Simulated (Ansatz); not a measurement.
Given:

WSeS:
```cif
data_S2Se2W2
_chemical_formula_sum 'W2 Se2 S2'
_space_group_name_H-M_alt 'P-3m1'
_space_group_IT_number 164
_space_group_name_Hall '-P 3 2"'
_cell_length_a 3.23581
_cell_length_b 3.23581
_cell_length_c 12.89662
_cell_angle_alpha 90.000
_cell_angle_beta 90.000
_cell_angle_gamma 120.000
loop_
_atom_site_label
_atom_site_type_symbol
_atom_site_symmetry_multiplicity
_atom_site_Wyckoff_symbol
_atom_site_fract_x
_atom_site_fract_y
_atom_site_fract_z
_atom_site_occupancy
W1 W 2 d 0.33333 0.66667 0.25992 1
Se1 Se 2 d 0.66667 0.33333 0.12832 1
S1 S 2 d 0.66667 0.33333 0.37835 1
```

This is the r²SCAN+D4-relaxed structure.

All from r²SCAN+D4 (plane waves, PAW; program Ansatz), unless another level is named. Estimate the Born charges (a third of the trace).

W -0.64, Se +0.50, S +0.14 e.

What about the static dielectric constant ε0 (ions relaxed, cell fixed)?

14.0 (xx = yy), 5.72 (zz).

Give the electronic dielectric constant ε∞ (DFPT).

13.8 (xx = yy), 5.71 (zz).

What about the Bader charges?

W +1.32, Se -0.57, S -0.74 e.

The workflow started from a Materials Project entry (that database holds measured and hypothetical structures alike); the Crystallography Open Database copy checked does not list it. Its standing as an ambient phase is unchecked. The cell was relaxed with r²SCAN+D4 under the symmetry of its start; its stability against distortions is not shown here. The run is not spin-polarised. Spin–orbit coupling is left out wherever it is not named.

Potentials: the later of the program's two PAW sets.
